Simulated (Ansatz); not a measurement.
Cu₂O in space group Fd-3m (No. 227; O on 8b, Cu on 16d), the program Ansatz at the PBE level (PAW). The conduction-band minimum lies at Γ, with 1 equivalent valley. Second derivatives d²E/dk² of the lowest band at one valley (eV·Å²), along Cartesian directions:

```json
[
 {"direction": "[100]", "d²E/dk²": "7.272"},
 {"direction": "[010]", "d²E/dk²": "7.272"},
 {"direction": "[001]", "d²E/dk²": "7.272"},
 {"direction": "[110]", "d²E/dk²": "7.272"},
 {"direction": "[101]", "d²E/dk²": "7.272"},
 {"direction": "[011]", "d²E/dk²": "7.272"}
]
```

Q: Find the principal effective masses, the density-of-states mass and the conductivity mass.

A: Off-diagonal terms follow from H_xy = H[110] − (H_xx + H_yy)/2, and m*/mₑ = 7.620 eV·Å² over each eigenvalue: 1.0, 1.0, 1.0. One valley's DOS mass (m₁m₂m₃)^(1/3) = 1.0, conductivity mass 3/(Σ 1/mᵢ) = 1.0 mₑ.

Q: What effective density of states Nc follows at 300 K for parabolic valleys?

A: Nc = 2.509e19 × 1 × (1.0)^(3/2) ≈ 2.5e19 cm⁻³.

The start of the workflow was typed in or built on a structure type; neither database checked (COD, Materials Project) lists it. It is not the phase usual at ambient conditions (space group No. 224). The PBE relaxation kept the symmetry of its start; its stability against distortions is not shown here. The workflow began spin-polarised and lost its moments. No Hubbard U is applied.

Potentials: the later of the program's two PAW sets.

Edges and masses are those of Kohn–Sham bands, whose gap is no quasiparticle gap.
